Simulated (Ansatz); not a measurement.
Calculation for rocksalt CsH (110), 2 layers: DFT, PBEsol, all-electron LAPW, scalar-relativistic (Ansatz 0.2.0).

The slab is cut from a bulk crystal relaxed on PAW files (its atoms may have been relaxed since), whose type needn't be the stable one.

Command: `ansatz run input.yaml --threads 2 --pin off --max-ram 4096MiB --backend cpu --events-out ev --progress --plain --runs-dir out` It took 5.5 s on 2 threads of Intel(R) Xeon(R) 6975P-C (Granite Rapids), with other jobs on the host, peak memory 0.37 GiB.

```yaml
crystal:
  lattice:
    - [4.4196356466, 0.0, 0.0]
    - [0.0, 6.2503086722, 0.0]
    - [0.0, 0.0, 18.2098]
  atoms:
    - { symbol: Cs, position: [0.25, 0.0, 0.4393233912] }
    - { symbol: H, position: [0.25, 0.5, 0.4393233912] }
    - { symbol: Cs, position: [0.75, 0.5, 0.5606766088] }
    - { symbol: H, position: [0.75, 0.0, 0.5606766088] }
kpoints:
  mp_grid: { grid: [7, 5, 1] }
scf:
  occupations: { method: fermi_dirac, width: 0.02 }
hamiltonian:
  xc: pbesol
  pseudopotentials: { kind: all_electron, lapw: { basis_error: 0.001 } }
output:
  forces: true
  stress: true
  eigenvalues: true
  populations: true
  dos: { projected: true, de: 0.2, e_range: [-14, 8] }
efield:
  axis: 3
  amplitude: 0
  dipole_correction: true
```

Output:

```
Cs: projections on atomic orbitals take those of the free atom 1s2 2s2 2p6 3s2 3p6 3d10 4s2 4p6 4d10 5s2 5p6 6s1, of charge +0.00 (hamiltonian.pseudopotentials.projection_atoms)
H: projections on atomic orbitals take those of the free atom 1s1, of charge +0.00 (hamiltonian.pseudopotentials.projection_atoms)
LAPW: plane waves up to 5.113 Å⁻¹, error target 1.0e-3 eV per atom; small_component_spin mean_spin; H in spheres of 1.219 Å, 1 of its electrons in bands, Dirac shells []; Cs in spheres of 1.906 Å, 25 of its electrons in bands, Dirac shells [] (how accurate: hamiltonian.pseudopotentials.lapw.basis_error, Limitations)
Engine: ansatz 0.2.0
Pseudopotentials: kind: all_electron
Pseudopotential: Cs, LAPW, valence charge 25, lapw/all_electron/scalar/gaussian/Cs, Koelling and Harmon's equation, gaussian nucleus
Pseudopotential: H, LAPW, valence charge 1, lapw/all_electron/scalar/gaussian/H, Koelling and Harmon's equation, gaussian nucleus
Functional definition: PBEsol
  exchange = pbesol_x
  correlation = pbesol_c
Crystal: 4 atoms, lattice volume = 503.029 Å³
Basis set: ecut = 99.58816733857495 eV, 1121 PW (Γ), exchange–correlation at level 2
Bands: 32, of which v1, the nominal top of the filled ones, is band 26 counted from 1 (25 counted from 0)
Symmetry: 4 space group operations
k-points: 12 of 35
Non-local potential: Cs, projectors of the file, none
Non-local potential: H, projectors of the file, none
Initial density: superposition of atomic densities (neutral atoms: chi_scale 0, normalization atom)
Initial wavefunctions: plane waves of lowest kinetic energy (no species holds an atomic orbital)
Functional: x = pbesol(κ = 0.804, μ = 0.12345679012345678), c = pbesol(β = 0.046)
iter 1 solved again at ethr=7.37e-3 eV; its pass at ethr=1.00e-1 eV (dr2=3.83e0 eV) is discarded
SCF iter   1: F=—  HF=-423634.787930 eV  |F-HF|=—  |Δ(HF+E_count)|=         —  Δρ=1.46e-2  dr2=3.84e0  ethr=7.37e-3  p=0.000 e·Å  D=8.86e-15 V/Å  ΔV_dip=-0.00 eV  dr2_dipole=5.39e-14  V_vac-E_F(+/−)=5.86/5.86 eV  ⟨swp⟩=2.4  Hψ=2478  notcnv=0
efield: sawtooth ramp at fractional position 0.9500 (placed from the atoms, in the widest stretch of the axis that holds none; the zero of the levels goes with the place), width 0.1000; the density the first Hamiltonian is built on has a dipole p = 0.000 e·Å; the dipole correction subtracts the counter field D = 1.82e-14 V/Å, which shifts the + side's vacuum level by -0.00 eV against the − side's; the planar-averaged density in the ramp window peaks in size at 3.1e-5 e/Å³
preconditioner: auto → Resta (q_TF=auto, 1.869 Å⁻¹)  ε∞=1.4  [insulator: Δε(μ)=4.706 eV  Ē_g=10.632 eV  σ=0.020 eV  W_gap=1.00  n_scr=54 (ndim 8)  ℏωp=6.6 eV  f_vac=0.639  D(μ)=0.00/eV (n_scr^D=0)  ε∞_Penn≈1.4  vacuum switching on, ρ_ref=8.2e-3 e/Å³]
iter 2 solved again at ethr=6.44e-4 eV; its pass at ethr=7.37e-3 eV (dr2=3.35e-1 eV) is discarded
SCF iter   2: F=—  HF=-423632.470999 eV  |F-HF|=—  |Δ(HF+E_count)|=    2.32e0  Δρ=4.24e-3  dr2=3.35e-1  ethr=6.44e-4  p=-0.000 e·Å  D=-1.38e-7 V/Å  ΔV_dip=0.00 eV  dr2_dipole=8.20e-13  V_vac-E_F(+/−)=3.39/3.39 eV  ⟨swp⟩=2.8  Hψ=2101  notcnv=0
SCF iter   3: F=—  HF=-423632.431296 eV  |F-HF|=—  |Δ(HF+E_count)|=         —  Δρ=1.15e-3  dr2=2.56e-2  ethr=6.43e-4  p=0.000 e·Å  D=3.01e-7 V/Å  ΔV_dip=-0.00 eV  dr2_dipole=2.27e-12  V_vac-E_F(+/−)=2.53/2.53 eV  ⟨swp⟩=4.4  Hψ=1414  notcnv=0  defer=2
the basis was enlarged: its passes take 1.8 MiB over the memory plan, 2 of 2 planned eigensolver slots
SCF iter   4: F=—  HF=-423632.456558 eV  |F-HF|=—  |Δ(HF+E_count)|=   2.53e-2  Δρ=5.54e-4  dr2=4.08e-3  ethr=4.93e-5  p=0.000 e·Å  D=1.20e-6 V/Å  ΔV_dip=-0.00 eV  dr2_dipole=1.92e-11  V_vac-E_F(+/−)=2.24/2.24 eV  ⟨swp⟩=4.2  Hψ=1442  notcnv=0  defer=1
SCF iter   5: F=—  HF=-423632.457058 eV  |F-HF|=—  |Δ(HF+E_count)|=   5.00e-4  Δρ=1.04e-4  dr2=1.67e-4  ethr=7.85e-6  p=-0.000 e·Å  D=-3.37e-7 V/Å  ΔV_dip=0.00 eV  dr2_dipole=1.48e-12  V_vac-E_F(+/−)=2.18/2.18 eV  ⟨swp⟩=3.0  Hψ=1394  notcnv=0
SCF iter   6: F=—  HF=-423632.457212 eV  |F-HF|=—  |Δ(HF+E_count)|=   1.54e-4  Δρ=2.44e-5  dr2=8.32e-6  ethr=3.21e-7  p=0.000 e·Å  D=8.95e-8 V/Å  ΔV_dip=-0.00 eV  dr2_dipole=7.25e-13  V_vac-E_F(+/−)=2.16/2.16 eV  ⟨swp⟩=3.0  Hψ=1314  notcnv=0
SCF iter   7: F=—  HF=-423632.457229 eV  |F-HF|=—  |Δ(HF+E_count)|=   1.65e-5  Δρ=6.76e-6  dr2=6.67e-7  ethr=1.60e-8  p=-0.000 e·Å  D=-2.94e-7 V/Å  ΔV_dip=0.00 eV  dr2_dipole=1.33e-12  V_vac-E_F(+/−)=2.16/2.16 eV  ⟨swp⟩=3.2  Hψ=1342  notcnv=0
SCF iter   8: F=-423632.457231 eV  HF=-423632.457231 eV  |F-HF|=3.78e-8  |Δ(HF+E_count)|=   1.87e-6  Δρ=2.07e-6  dr2=7.13e-8  ethr=1.28e-9  p=0.000 e·Å  D=4.01e-7 V/Å  ΔV_dip=-0.00 eV  dr2_dipole=3.07e-12  V_vac-E_F(+/−)=2.16/2.16 eV  ⟨swp⟩=4.0  Hψ=1348  notcnv=0
SCF 1 converged in 8 iterations: F = -423632.457231 eV  dr2 = 7.13e-8
SCF converged after 8 iterations
Free energy (F): -423632.457231 eV
Harris-Foulkes:  -423632.457231 eV  (|F-HF|=3.78e-8)
Internal energy: -423632.457231 eV  (E = F + TS)
E sigma→0 (E₀):  -423632.457231 eV
Fermi energy:    0.012172 eV
Dipole field:    D = 0.000000 V/Å  (p = 0.000001 e·Å, saw-weighted, corrected)
Work function:   Φ+ = 2.1649 eV   Φ− = 2.1649 eV
Levels:          The Fermi level and band energies are counted from a zero that moves with the ramp; work functions are not
--- Per-component energies (eV) ---
  E_band       = -3497.970862
  E_kinetic    = 450313.642383
  E_xc         = -10327.681123
  E_efield     = 0.000000  (sawtooth field / dipole correction)
  E_electrostatic = -863618.418491  (all electrons and nuclei)
  E_smearing   = -0.000000  (= −TS)
  E_closure    = 0.000000  (closes the sum)
  E_atoms      = -423623.847804  (free atoms, spherical and without spin; not in F)
  Σ components = -423632.457231   (vs F -423632.457231, Δ=0.00e0)
  Basis errors (estimates in eV, not in F): energy 5.1e-4 per atom: plane waves 4.8e-4 (2.8e-4 summed), levels above the bands 4.0e-73, relativity 1.1e-8, radial functions 3.7e-5, core shells 5.4e-7; eigenvalues (radial functions only) 2.2e-6; not estimated: angular momenta, meshes, grids; target (lapw.basis_error) 1.0e-3; muffin-tin radii H 1.219 Å, Cs 1.906 Å
--- Forces (eV/Å), atoms counted from 1 ---
  atom   1  Cs     0.00000000     0.00000000     0.17698459
  atom   2  H      0.00000000     0.00000000     0.30593501
  atom   3  Cs     0.00000000    -0.00000000    -0.17698583
  atom   4  H      0.00000000    -0.00000000    -0.30593512
  max |Σ_I F_I| component: 1.34e-6 eV/Å
--- Stress (GPa, compression-positive) ---
        0.097222      -0.000000       0.000000
       -0.000000      -0.551713      -0.000000
        0.000000      -0.000000      -0.339955
  P = ⅓ Tr σ = -0.2648 GPa (-2.648 kbar)
--- Band table (eV; the first three rows and the last of 12) ---
  k-point 0: bands = ["-156.5929", "-156.5929", "-156.5882", "-156.5882", "-156.5690", "-156.5690", "-70.2603", "-70.2603", "-70.2568", "-70.2568", "-70.2439", "-70.2439", "-70.2399", "-70.2399", "-70.2313", "-70.2313", "-22.9261", "-22.8653", "-9.8350", "-9.8172", "-9.6851", "-9.6095", "-9.4616", "-9.4143", "-2.1576", "-1.7018", "1.1784", "1.6357", "2.1366", "2.4425", "2.8060", "3.3765"]
  k-point 1: bands = ["-156.5929", "-156.5929", "-156.5882", "-156.5882", "-156.5690", "-156.5690", "-70.2603", "-70.2603", "-70.2568", "-70.2568", "-70.2439", "-70.2439", "-70.2399", "-70.2399", "-70.2313", "-70.2313", "-22.9202", "-22.8710", "-9.8713", "-9.8556", "-9.6179", "-9.5954", "-9.4758", "-9.4311", "-1.9607", "-1.5722", "1.1858", "1.7550", "2.2082", "2.2250", "2.8018", "3.3821"]
  k-point 2: bands = ["-156.5929", "-156.5929", "-156.5882", "-156.5882", "-156.5690", "-156.5690", "-70.2603", "-70.2603", "-70.2568", "-70.2568", "-70.2439", "-70.2439", "-70.2399", "-70.2399", "-70.2313", "-70.2313", "-22.9048", "-22.8860", "-9.9133", "-9.8978", "-9.5584", "-9.5321", "-9.5127", "-9.4716", "-1.5450", "-1.3766", "1.2461", "1.5830", "2.1473", "2.4488", "2.9369", "3.1216"]
  k-point 11: bands = ["-156.5929", "-156.5929", "-156.5882", "-156.5882", "-156.5690", "-156.5690", "-70.2603", "-70.2603", "-70.2568", "-70.2568", "-70.2439", "-70.2439", "-70.2399", "-70.2399", "-70.2313", "-70.2313", "-22.8667", "-22.8625", "-10.0769", "-10.0723", "-9.7011", "-9.6903", "-9.5221", "-9.5109", "-1.1900", "-1.1717", "1.8031", "1.8839", "2.9486", "3.0016", "3.1482", "3.3022"]
--- Löwdin populations: 4 sites ---
  site symbol       q [e]
     0     Cs     54.2734
     1      H      1.6350
     2     Cs     54.2734
     3      H      1.6350
  spilling = 0.001636 (of n_electrons = 112.000000)
```

populations.tsv:

```
# site	symbol	l	j	q
# orbitals = lowdin
# n_electrons = 112.000000
# spilling = 0.001636
# projection_atom_Cs: 1s2 2s2 2p6 3s2 3p6 3d10 4s2 4p6 4d10 5s2 5p6 6s1
# projection_atom_H: 1s1
0	Cs	0_1S	-	2.000000
0	Cs	0_2S	-	1.999992
0	Cs	0_3S	-	1.999886
0	Cs	0_4S	-	1.998691
0	Cs	0_5S	-	1.977638
0	Cs	0_6S	-	0.315279
0	Cs	1_2P	-	6.000000
0	Cs	1_3P	-	5.999997
0	Cs	1_4P	-	5.999911
0	Cs	1_5P	-	5.982054
0	Cs	2_3D	-	9.999999
0	Cs	2_4D	-	9.999972
1	H	0_1S	-	1.634978
2	Cs	0_1S	-	2.000000
2	Cs	0_2S	-	1.999992
2	Cs	0_3S	-	1.999886
2	Cs	0_4S	-	1.998691
2	Cs	0_5S	-	1.977638
2	Cs	0_6S	-	0.315280
2	Cs	1_2P	-	6.000000
2	Cs	1_3P	-	5.999997
2	Cs	1_4P	-	5.999911
2	Cs	1_5P	-	5.982054
2	Cs	2_3D	-	9.999999
2	Cs	2_4D	-	9.999972
3	H	0_1S	-	1.634978
```

Next run (atoms relaxed), as changes to the input before:

```diff
   atoms:
-    - { symbol: Cs, position: [0.25, 0.0, 0.4393233912] }
-    - { symbol: H, position: [0.25, 0.5, 0.4393233912] }
-    - { symbol: Cs, position: [0.75, 0.5, 0.5606766088] }
-    - { symbol: H, position: [0.75, 0.0, 0.5606766088] }
+    - { symbol: Cs, position: [0.25, 0.0, 0.4421416276] }
+    - { symbol: H, position: [0.25, 0.5, 0.4593661583] }
+    - { symbol: Cs, position: [0.75, 0.5, 0.5578579024] }
+    - { symbol: H, position: [0.75, 0.0, 0.5406343117] }
 kpoints:
   eigenvalues: true
-  populations: true
-  dos: { projected: true, de: 0.2, e_range: [-14, 8] }
+relax:
+  f_tol: 0.01
+  max_steps: 12
 efield:
```

Results part of the output:

```
SCF converged after 2 iterations
Free energy (F): -423632.588791 eV
Harris-Foulkes:  -423632.588791 eV  (|F-HF|=2.44e-8)
Internal energy: -423632.588791 eV  (E = F + TS)
E sigma→0 (E₀):  -423632.588791 eV
Fermi energy:    0.142406 eV
Dipole field:    D = -0.000002 V/Å  (p = -0.000007 e·Å, saw-weighted, corrected)
Work function:   Φ+ = 1.9410 eV   Φ− = 1.9409 eV
Levels:          The Fermi level and band energies are counted from a zero that moves with the ramp; work functions are not
--- Per-component energies (eV) ---
  E_band       = -4338.429119
  E_kinetic    = 450316.024566
  E_xc         = -10328.604376
  E_efield     = 0.000000  (sawtooth field / dipole correction)
  E_electrostatic = -863620.008982  (all electrons and nuclei)
  E_smearing   = -0.000000  (= −TS)
  E_closure    = 0.000000  (closes the sum)
  E_atoms      = -423623.847804  (free atoms, spherical and without spin; not in F)
  Σ components = -423632.588791   (vs F -423632.588791, Δ=0.00e0)
  Basis errors (estimates in eV, not in F): energy 5.4e-4 per atom: plane waves 5.1e-4 (3.1e-4 summed), levels above the bands 1.0e-74, relativity 1.6e-8, radial functions 3.0e-5, core shells 5.5e-11; eigenvalues (radial functions only) 1.4e-6; not estimated: angular momenta, meshes, grids; target (lapw.basis_error) 1.0e-3; muffin-tin radii H 1.053 Å, Cs 1.708 Å
--- Forces (eV/Å), atoms counted from 1 ---
  atom   1  Cs     0.00000000    -0.00000000    -0.00042736
  atom   2  H      0.00000000     0.00000000     0.00233089
  atom   3  Cs     0.00000000     0.00000000     0.00045574
  atom   4  H      0.00000000    -0.00000000    -0.00235954
  max |Σ_I F_I| component: 2.70e-7 eV/Å
--- Stress (GPa, compression-positive) ---
        0.337167      -0.000000       0.000000
       -0.000000      -0.414771      -0.000000
        0.000000      -0.000000      -0.000790
  P = ⅓ Tr σ = -0.0261 GPa (-0.261 kbar)
--- Band table (eV; the first three rows and the last of 12) ---
  k-point 0: bands = ["-215.5073", "-215.5073", "-156.1418", "-156.1418", "-156.1356", "-156.1356", "-156.1235", "-156.1235", "-69.8081", "-69.8081", "-69.8031", "-69.8031", "-69.7975", "-69.7975", "-69.7925", "-69.7925", "-69.7857", "-69.7856", "-22.4982", "-22.4271", "-9.4702", "-9.4631", "-9.3137", "-9.1541", "-9.0046", "-8.9822", "-1.9817", "-1.5409", "1.2898", "1.6006", "2.3316", "2.5534", "3.2899", "3.6022"]
  k-point 1: bands = ["-215.5073", "-215.5073", "-156.1418", "-156.1418", "-156.1356", "-156.1356", "-156.1235", "-156.1235", "-69.8081", "-69.8081", "-69.8031", "-69.8031", "-69.7975", "-69.7975", "-69.7925", "-69.7925", "-69.7857", "-69.7856", "-22.4914", "-22.4338", "-9.5206", "-9.4953", "-9.2378", "-9.1378", "-9.0210", "-8.9987", "-1.8028", "-1.4265", "1.3397", "1.7232", "2.3857", "2.6771", "2.7804", "3.5189"]
  k-point 2: bands = ["-215.5073", "-215.5073", "-156.1418", "-156.1418", "-156.1356", "-156.1356", "-156.1235", "-156.1235", "-69.8081", "-69.8081", "-69.8031", "-69.8031", "-69.7975", "-69.7975", "-69.7925", "-69.7925", "-69.7857", "-69.7856", "-22.4734", "-22.4514", "-9.5641", "-9.5449", "-9.1370", "-9.0950", "-9.0651", "-9.0419", "-1.4298", "-1.2677", "1.5395", "2.0464", "2.0693", "2.4785", "3.0219", "3.0468"]
  k-point 11: bands = ["-215.5073", "-215.5073", "-156.1418", "-156.1418", "-156.1356", "-156.1356", "-156.1235", "-156.1235", "-69.8081", "-69.8081", "-69.8031", "-69.8031", "-69.7975", "-69.7975", "-69.7925", "-69.7925", "-69.7857", "-69.7856", "-22.4329", "-22.4280", "-9.6837", "-9.6809", "-9.3167", "-9.3001", "-9.1063", "-9.0941", "-1.0540", "-1.0403", "2.0450", "2.1733", "3.0875", "3.2060", "3.4406", "3.5968"]
--- Relaxed structure (2 steps of the walk, 2 accepted, 0 SCFs on fresh bases) ---
  F+E_penalty+E_count = -423632.58879140 eV   max|allowed force component| = 2.359e-3 eV/Å
  atoms:
    - { symbol: Cs, position: [0.25, 0.0, 0.4421416276] }
    - { symbol: H, position: [0.25, 0.49999999999999994, 0.4593661583] }
    - { symbol: Cs, position: [0.75, 0.49999999999999994, 0.5578579024] }
    - { symbol: H, position: [0.75, 0.0, 0.5406343117] }
```

Next run (field of 0.5 V/Å along the normal), as changes to the input before:

```diff
   eigenvalues: true
-relax:
-  f_tol: 0.01
-  max_steps: 12
 efield:
   axis: 3
-  amplitude: 0
+  amplitude: 0.5
   dipole_correction: true
```

Results part of the output:

```
SCF 1 converged in 9 iterations: F = -423632.660377 eV  dr2 = 3.58e-8
SCF converged after 9 iterations
Free energy (F): -423632.660377 eV
Harris-Foulkes:  -423632.660377 eV  (|F-HF|=2.90e-8)
Internal energy: -423632.660377 eV  (E = F + TS)
E sigma→0 (E₀):  -423632.660377 eV
Fermi energy:    -0.529999 eV
Dipole field:    D = 0.104221 V/Å  (p = 0.289725 e·Å, saw-weighted, corrected)
Work function:   not extracted (applied field tilts the vacuum); planar V_es + V_field profile in the machine report
Levels:          The Fermi level and band energies are counted from a zero that moves with the ramp; work functions are not
--- Per-component energies (eV) ---
  E_band       = -4340.727937
  E_kinetic    = 450315.920408
  E_xc         = -10328.546377
  E_efield     = -0.129721  (sawtooth field / dipole correction)
  E_electrostatic = -863619.904687  (all electrons and nuclei)
  E_smearing   = -0.000000  (= −TS)
  E_closure    = 0.000000  (closes the sum)
  E_atoms      = -423623.847804  (free atoms, spherical and without spin; not in F)
  Σ components = -423632.660377   (vs F -423632.660377, Δ=0.00e0)
  Basis errors (estimates in eV, not in F): energy 5.4e-4 per atom: plane waves 5.1e-4 (3.0e-4 summed), levels above the bands 3.5e-82, relativity 3.0e-9, radial functions 3.0e-5, core shells 3.5e-11; eigenvalues (radial functions only) 1.1e-6; not estimated: angular momenta, meshes, grids; target (lapw.basis_error) 1.0e-3; muffin-tin radii H 1.093 Å, Cs 1.753 Å
--- Forces (eV/Å), atoms counted from 1 ---
  atom   1  Cs     0.00000000     0.00000000     0.15375814
  atom   2  H      0.00000000    -0.00000000    -0.16683986
  atom   3  Cs     0.00000000     0.00000000     0.18029084
  atom   4  H      0.00000000    -0.00000000    -0.16715100
  max |Σ_I F_I| component: 5.81e-5 eV/Å
--- Stress (GPa, compression-positive) ---
        0.347766      -0.000000       0.000000
       -0.000000      -0.396473      -0.000000
        0.000000      -0.000000       0.008856
  P = ⅓ Tr σ = -0.0133 GPa (-0.133 kbar)
--- Band table (eV; the first three rows and the last of 12) ---
  k-point 0: bands = ["-215.6861", "-215.4090", "-156.3233", "-156.3130", "-156.3008", "-156.0408", "-156.0386", "-156.0267", "-69.9885", "-69.9824", "-69.9773", "-69.9689", "-69.9623", "-69.7083", "-69.7042", "-69.6981", "-69.6965", "-69.6892", "-22.6428", "-22.3612", "-9.6028", "-9.5408", "-9.2598", "-9.2578", "-9.0069", "-8.9550", "-2.0611", "-1.5765", "-0.0750", "1.1515", "2.0077", "2.7837", "3.1982", "3.3011"]
  k-point 1: bands = ["-215.6861", "-215.4090", "-156.3233", "-156.3130", "-156.3008", "-156.0408", "-156.0386", "-156.0267", "-69.9885", "-69.9824", "-69.9773", "-69.9689", "-69.9623", "-69.7083", "-69.7042", "-69.6981", "-69.6965", "-69.6892", "-22.6411", "-22.3627", "-9.6348", "-9.5614", "-9.2512", "-9.2122", "-9.0228", "-8.9637", "-1.8832", "-1.4620", "0.0695", "1.2338", "1.9957", "2.2713", "2.8405", "2.9111"]
  k-point 2: bands = ["-215.6861", "-215.4090", "-156.3233", "-156.3130", "-156.3008", "-156.0408", "-156.0386", "-156.0267", "-69.9885", "-69.9824", "-69.9773", "-69.9689", "-69.9623", "-69.7083", "-69.7042", "-69.6981", "-69.6965", "-69.6892", "-22.6384", "-22.3651", "-9.6709", "-9.5998", "-9.2362", "-9.1344", "-9.0626", "-8.9791", "-1.5201", "-1.2950", "0.4970", "1.2223", "1.4993", "2.0559", "2.2348", "2.9009"]
  k-point 11: bands = ["-215.6861", "-215.4090", "-156.3233", "-156.3130", "-156.3008", "-156.0408", "-156.0386", "-156.0267", "-69.9885", "-69.9824", "-69.9773", "-69.9689", "-69.9623", "-69.7083", "-69.7042", "-69.6981", "-69.6965", "-69.6892", "-22.6061", "-22.3334", "-9.8102", "-9.6736", "-9.4970", "-9.2336", "-9.1597", "-9.0429", "-1.1898", "-1.0146", "1.6933", "1.9938", "2.2737", "2.5821", "2.8872", "3.0637"]
```

Spin–orbit coupling is left out, which matters for the heavy atoms.
